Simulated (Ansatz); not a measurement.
LiPS$_{3}$:
```
CELL_PARAMETERS angstrom
      5.61695     3.53165     0.00000
     -5.61695     3.53165     0.00000
     -3.87721     0.00000     5.35536
ATOMIC_POSITIONS crystal
  Li 0.24240 0.24240 0.00000
  Li 0.75760 0.75760 0.00000
  P  0.15187 0.84813 0.57700
  P  0.84813 0.15187 0.42300
  S  0.77947 0.77947 0.50000
  S  0.22053 0.22053 0.50000
  S  0.19419 0.80581 0.32274
  S  0.80581 0.19419 0.67726
  S  0.31988 0.68012 0.93444
  S  0.68012 0.31988 0.06556
```

Relaxed with r²SCAN.

Problem. Give the Bader charges and basin volumes of the independent atoms, the program Ansatz at the r²SCAN level (PAW).

Solution. 

| atom | Bader charge (e) | Bader volume (Å³) |
|---|---|---|
| Li1 | +0.91 | 4.1 |
| P3 | +1.64 | 10.2 |
| S5 | -0.59 | 27.2 |
| S7 | -0.94 | 32.0 |
| S9 | -1.01 | 32.7 |

Space group C2/m. The workflow started from an entry of the Crystallography Open Database (COD). Whether it is the stable phase at ambient conditions was not checked. The cell was relaxed with r²SCAN under the symmetry of its start; whether a distortion lowers the energy is not shown.

Potentials: the later of the program's two PAW sets.
